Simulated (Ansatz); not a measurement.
MgSe$_{2}$:
```yaml
crystal:
  lattice:
    - [6.47318, 0.00000, 0.00000]
    - [0.00000, 6.47318, 0.00000]
    - [0.00000, 0.00000, 6.47318]
  atoms:
    - { symbol: Mg, position: [0.50000, 0.50000, 0.00000] }
    - { symbol: Mg, position: [0.00000, 0.50000, 0.50000] }
    - { symbol: Mg, position: [0.00000, 0.00000, 0.00000] }
    - { symbol: Mg, position: [0.50000, 0.00000, 0.50000] }
    - { symbol: Se, position: [0.10602, 0.89398, 0.39398] }
    - { symbol: Se, position: [0.89398, 0.10602, 0.60602] }
    - { symbol: Se, position: [0.39398, 0.10602, 0.89398] }
    - { symbol: Se, position: [0.60602, 0.89398, 0.10602] }
    - { symbol: Se, position: [0.60602, 0.60602, 0.60602] }
    - { symbol: Se, position: [0.39398, 0.39398, 0.39398] }
    - { symbol: Se, position: [0.89398, 0.39398, 0.10602] }
    - { symbol: Se, position: [0.10602, 0.60602, 0.89398] }
```

Relaxed with r²SCAN. Special points in fractions of this cell's reciprocal vectors: Γ (0.000, 0.000, 0.000); X (0.000, 0.500, 0.000); M (0.500, 0.500, 0.000); R (0.500, 0.500, 0.500); X1 (0.500, 0.000, 0.000).

Problem. List the band energies nearest the valence-band maximum at these points for DFT-r²SCAN in the program Ansatz with PAW potentials.

Solution. In eV from the valence-band maximum; about four levels below and three above (degenerate sets whole), none deeper than 8.9 eV; points with the same levels are listed once.

| k | below | above |
|---|---|---|
| Γ | -0.62 -0.62 -0.62 0.00 0.00 | 2.18 3.16 3.16 3.16 |
| X | -0.98 -0.98 -0.06 -0.06 | 2.36 2.36 2.44 2.44 |
| M | -0.88 -0.88 -0.88 -0.88 | 2.37 2.37 2.37 2.37 |
| R | -1.21 -1.21 -1.21 -1.21 | 2.59 2.59 2.59 2.59 |

Space group Pa-3. The workflow started from a Materials Project entry (that database holds measured and hypothetical structures alike); the Crystallography Open Database copy checked does not list it. Its standing as an ambient phase is unchecked. Symmetry was held in the r²SCAN relaxation; whether a distortion lowers the energy is not shown. Scalar-relativistic: spin–orbit coupling is off unless named, which matters more the heavier the elements.

Potentials: the later of the program's two PAW sets.
